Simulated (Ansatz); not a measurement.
# A trial form of TiVC4N4

Theory: Ansatz, DFT PBE, scalar-relativistic, plane waves, PAW. Cutoff 420 eV, Gaussian smearing, Γ-centred meshes. Cell and atoms relax first on a coarse mesh and then on a finer one. In between, the cell is made exact in the group found at 0.06 Å. In metals the finer mesh still leaves noise of several meV/atom or more. The steps can't lower the symmetry of their start. Collinear spin, starting moments Ti 1.0; V 2.0 μB.

Recipe of this trial structure of TiVC4N4: two interpenetrating cyanide-bridged diamond nets (P-43m, No. 215). Its size is a rough estimate.

Space group P-43m (No. 215). a = 5.907 Å, b = 5.907 Å, c = 5.907 Å, α = 90.00°, β = 90.00°, γ = 90.00°
```tsv
atom	site	symmetry	x	y	z
Ti	1a	-43m	0.0000	0.0000	0.0000
V	1b	-43m	0.5000	0.5000	0.5000
C	4e	.3m	0.1894	0.1894	0.1894
N	4e	.3m	0.3038	0.3038	0.3038
```

Energies over the elements count from the elements' standard structures at the same level (N₂ as a molecule), with no fitted energy shifts.

Task: Where does the relaxation end?

Result: The symmetry stays P-43m (No. 215). The volume per atom grows by 2.6 %, from 20.6 to 21.1 Å³. The shortest distance goes from 1.17 Å (C–N) to 1.19 Å (C–N). The energy falls by about 0.10 eV/atom (the start's value is from the coarse mesh). Conventional cell: a = 5.958 Å. Ti is surrounded by 4 C at 2.08 Å; V is surrounded by 4 N at 1.89 Å; C has 1 N at 1.19 Å and 1 Ti at 2.08 Å; around N lie 1 C at 1.19 Å and 1 V at 1.89 Å.

```yaml
crystal:
  lattice:
    - [5.95783, 0.00000, 0.00000]
    - [0.00000, 5.95783, 0.00000]
    - [0.00000, 0.00000, 5.95783]
  atoms:
    - { symbol: Ti, position: [0.00000, 0.00000, 0.00000] }
    - { symbol: V, position: [0.50000, 0.50000, 0.50000] }
    - { symbol: C, position: [0.20143, 0.20143, 0.20143] }
    - { symbol: C, position: [0.20143, 0.79857, 0.79857] }
    - { symbol: C, position: [0.79857, 0.20143, 0.79857] }
    - { symbol: C, position: [0.79857, 0.79857, 0.20143] }
    - { symbol: N, position: [0.31697, 0.31697, 0.31697] }
    - { symbol: N, position: [0.31697, 0.68303, 0.68303] }
    - { symbol: N, position: [0.68303, 0.31697, 0.68303] }
    - { symbol: N, position: [0.68303, 0.68303, 0.31697] }
```

Task: Give its energy and gap.

Result:

| Property | Result |
| --- | --- |
| Formation energy | +0.23 eV/atom |
| Gap on the 6×6×6 mesh of the 10-atom cell | 0 eV (a metal) |
| Net moment per atom | 0.04 μB |
| Moment by site | Ti -0.6; V 0.6 μB |

A positive value: parting into the elements would lower its energy.

The last run used collinear spin and Gaussian smearing of 0.10 eV. The reference form of C is held partly by dispersion forces, which this level lacks. The magnetic state reached may not be the lowest. A structure relaxed within its symmetry needn't be a true minimum. In all, the 3 runs took 5.7 min on 1 thread of Intel(R) Xeon(R) Platinum 8259CL CPU @ 2.50GHz (Skylake/Cascade Lake), on a shared host. Site moments count only spheres around the atoms; the net moment includes the space between them.
